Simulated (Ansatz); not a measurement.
This guess for Sc₃Al₂ is about to be relaxed.

```
CELL_PARAMETERS angstrom
7.31977 -2.53564 0.00000
7.31977 2.53564 0.00000
0.00000 0.00000 4.66599
ATOMIC_POSITIONS crystal
Sc 0.83333 0.16667 0.25000
Sc 0.43333 0.76667 0.25000
Sc 0.23333 0.56667 0.25000
Sc 0.16667 0.83333 0.75000
Sc 0.76667 0.43333 0.75000
Sc 0.56667 0.23333 0.75000
Al 0.03333 0.36667 0.25000
Al 0.63333 0.96667 0.25000
Al 0.36667 0.03333 0.75000
Al 0.96667 0.63333 0.75000
```

Theory: DFT PBE, scalar-relativistic, plane waves, PAW (Ansatz). Cutoff 420 eV, Gaussian smearing, Γ-centred meshes. Cell and atoms relax first on a coarse mesh and then on a finer one. In between, the cell is made exact in the group found at 0.06 Å. In metals the finer mesh still leaves noise of several meV/atom or more. The steps can't lower the symmetry of their start. No spin polarisation in the relaxation; trial moments died out in a coarse test.

A guess keeps its type if space group and coordination stay and the shape of the cell changes little (axis ratios within about 15 %, angles within 6°); the volume may change.

Q: Does this structure survive the relaxation?

A: It keeps its type. The symmetry stays Cmcm (No. 63). The volume per atom grows by 21.5 %, from 17.3 to 21.0 Å³. The shortest distance goes from 2.88 Å (Sc–Al, Al–Al and Sc–Sc) to 2.98 Å (Sc–Al). Counting neighbours within 15 % of an atom's shortest distance, the start has Al 12, Sc 12 and the end Al 12, Sc 12.

Energies over the elements count from the elements' standard structures at the same level, with no fitted energy shifts.

Q: At what energy does it end?

A: −0.13 eV/atom.

The last run used an 8×8×8 mesh for its 10-atom cell and Gaussian smearing of 0.10 eV. Symmetry constrained the relaxation, so the result can be a saddle point. Another cell of Sc3Al2 relaxed alike, in I4/mmm, lies 232 meV/atom lower, so this cell isn't the stable form at this level.
